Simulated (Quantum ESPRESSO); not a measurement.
```cif
data_HNSr2
_chemical_formula_sum 'H1 N1 Sr2'
_space_group_name_H-M_alt 'P 1'
_space_group_IT_number 1
_cell_length_a 6.67578
_cell_length_b 6.67578
_cell_length_c 6.67578
_cell_angle_alpha 33.192
_cell_angle_beta 33.192
_cell_angle_gamma 33.192
loop_
_space_group_symop_operation_xyz
  'x, y, z'
loop_
_atom_site_label
_atom_site_type_symbol
_atom_site_fract_x
_atom_site_fract_y
_atom_site_fract_z
_atom_site_occupancy
H1 H 0.00000 0.00000 0.00000 1
N1 N 0.50000 0.50000 0.50000 1
Sr1 Sr 0.76126 0.76126 0.76126 1
Sr2 Sr 0.23874 0.23874 0.23874 1
```

The geometry is that of Materials Project entry mp-690794, symmetrised and not relaxed again.

**Question.** What does PBEsol (pw.x of Quantum ESPRESSO, ONCV potentials, with spin-orbit coupling) give for the electronic structure near the Fermi level?

**Answer.** The PBEsol gap is direct, 1.74 eV at L. 

The structure is a Materials Project entry; no match was found in the copy of COD used, and its stability was not checked.
